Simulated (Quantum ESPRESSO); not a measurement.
# Strain and stress in Al2InGaAs4

The results below are calculated, not measured. They come from pw.x of Quantum ESPRESSO 7.5, a plane-wave density functional program, with PseudoDojo standard norm-conserving files (v0.5 for PBE, v0.4.1 for LDA and PBEsol). The cells are made up: elements, strain and atom displacements were drawn at random, and nothing was relaxed. There is no spin polarisation, spin-orbit coupling or dispersion term.

The cell has 8 sites of a zincblende or diamond lattice. Sites 1 to 4 hold Al Al In Ga; sites 5 to 8 hold As As As As. Cell vectors in Å: (5.792, -0.028, 0.021); (-0.028, 5.623, 0.024); (0.021, 0.024, 5.566). Settings: PBE, cutoff 1143 eV, 4 x 4 x 4 k mesh shifted by half a step, Fermi-Dirac smearing of 0.025 eV.

Each run adds a strain along z to one cell, with the atoms carried along; the vectors above are those of run 4. Stress is positive in tension and P is minus a third of its trace. E is the free energy for each atom above the lowest run shown.

| run | strain (%) | s_xx (GPa) | s_yy (GPa) | s_zz (GPa) | s_xy (GPa) | P (GPa) | E (meV/atom) |
| --- | --- | --- | --- | --- | --- | --- | --- |
| 1 | -2.37 | -10.80 | -11.21 | -12.06 | -0.81 | 11.35 | 59.82 |
| 3 | -1.12 | -9.68 | -10.04 | -10.55 | -0.77 | 10.09 | 39.75 |
| 4 | -0.59 | -9.23 | -9.58 | -9.92 | -0.76 | 9.58 | 32.02 |
| 5 | 0.59 | -8.28 | -8.59 | -8.55 | -0.73 | 8.47 | 16.50 |
| 6 | 0.90 | -8.04 | -8.34 | -8.19 | -0.72 | 8.19 | 12.82 |
| 7 | 2.10 | -7.15 | -7.43 | -6.82 | -0.69 | 7.13 | 0.00 |
| 2 | -1.77 | ? | ? | ? | ? | ? | ? |

A rerun of one of these cells at 1437 eV and k mesh 6 x 6 x 6 moved values by no more than 0.011 eV in the cell's energy, 0.02 GPa in stress and 0.003 eV/Å in force.

## Worked fit

A parabola through the six runs shown gives s_zz = -9.23 + 1.17 e - 0.010 e² GPa, with e in per cent and a scatter of 0.01 GPa. The slope is a stiffness of 117 ± 1 GPa for each unit of this strain at e = 0. The atoms are clamped, and relaxing them would in general lower it. The error is the larger of the fit's own and the change that a cubic makes, rounded up.

## Withheld run

Question: what s_zz should run 2 give?

The fit gives -11.33 GPa. The calculation gave -11.33 GPa.

```
run  strain (%)  s_xx (GPa)  s_yy (GPa)  s_zz (GPa)  s_xy (GPa)  P (GPa)  E (meV/atom)
  2       -1.77      -10.25      -10.64      -11.33       -0.79    10.74         49.86
```